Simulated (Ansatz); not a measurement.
The end point of a relaxation of ZrO2. Computed with PBE (plane waves to 420 eV, PAW, scalar-relativistic; Ansatz, a program for electronic structure).

```xyz
9
Lattice="0.0000 3.7355 3.7355 3.7355 0.0000 3.7355 3.7355 3.7355 0.0000" Properties=species:S:1:pos:R:3 pbc="T T T"
O      5.7274     3.7355     3.7355
O      1.7435     3.7355     3.7355
O      3.7355     5.7274     3.7355
O      3.7355     1.7435     3.7355
O      3.7355     3.7355     5.7274
O      3.7355     3.7355     1.7435
Zr     3.7355     3.7355     3.7355
Zr     5.6032     5.6032     5.6032
Zr     1.8677     1.8677     1.8677
```

Problem. Determine the symmetry and give the standard cell with its independent sites.

Solution. Space group Fm-3m (No. 225); a = 7.471 Å, b = 7.471 Å, c = 7.471 Å, α = 90.00°, β = 90.00°, γ = 90.00°

| atom | site | symmetry | x | y | z |
|---|---|---|---|---|---|
| O | 24e | 4m.m | 0.0000 | 0.0000 | 0.2334 |
| Zr | 4b | m-3m | 0.5000 | 0.5000 | 0.5000 |
| Zr | 8c | -43m | 0.2500 | 0.2500 | 0.2500 |

Problem. Give the shortest distances between elements (the closest pairs, up to four, under 3.6 Å).

Solution. O–Zr 1.99 Å; O–O 2.47 Å; Zr–Zr 3.24 Å.

Volume per atom: 11.58 Å³
Band gap: zero (metallic)

No spin polarisation in the result. The d or f electrons are treated with no Hubbard U.

The run could not lose the symmetry of its start.

The first start was generated by a random draw of sites in a space group. A measured structure of ZrO2 has the same space group, Fm-3m (No. 225); the sites were not compared with it.
